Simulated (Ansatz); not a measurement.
Profile along the Si–Si line in MoSi2 (MoSi2 type, space group I4/mmm)

MoSi2 (MoSi2 type, space group I4/mmm)

```
MoSi2
1.0
   -1.59511     1.59511     3.91030
    1.59511    -1.59511     3.91030
    1.59511     1.59511    -3.91030
Mo Si
1 2
Cartesian
  0.00000   0.00000   0.00000
  0.00000   0.00000   2.62057
  0.00000   0.00000   5.20003
```

Fields along a shortest Si–Si line of a (100) plane (2.58 Å), from Si to Si, interpolated on the slice's grid (step about 0.2 Å). Method: PBEsol (plane waves to 420 eV, PAW, scalar-relativistic; Ansatz, a quantum-chemistry and plane-wave program). k mesh 20×20×20. Near the nuclei the fields are pseudised (PAW); where an atom keeps semicore shells as valence, they peak there. MoSi2 is run without spin polarisation. MoSi2 was relaxed with its symmetry unable to fall.

| distance from Si (Å) | valence electron density (e/Å³) | electron localisation function |
|---|---|---|
| 0.00 | 0.05 | x |
| 0.13 | 0.06 | x |
| 0.26 | 0.10 | x |
| 0.39 | 0.18 | x |
| 0.52 | 0.27 | 0.22 |
| 0.65 | 0.35 | 0.34 |
| 0.77 | 0.39 | 0.45 |
| 0.90 | 0.38 | 0.51 |
| 1.03 | 0.36 | 0.51 |
| 1.16 | 0.34 | 0.49 |
| 1.29 | 0.34 | 0.47 |
| 1.42 | 0.34 | 0.49 |
| 1.55 | 0.36 | 0.51 |
| 1.68 | 0.38 | 0.51 |
| 1.81 | 0.39 | 0.45 |
| 1.94 | 0.35 | 0.34 |
| 2.06 | 0.27 | 0.22 |
| 2.19 | 0.18 | x |
| 2.32 | 0.10 | x |
| 2.45 | 0.06 | x |
| 2.58 | 0.05 | x |

x: too close to a nucleus for the ELF to mean much.

Density on the Si–Si line (2.58 Å) at its midpoint: 0.34 e/Å³. ELF at that point: 0.47. ELF maximum in the middle third of the Si–Si line: 0.51, 1.0 Å from Si.
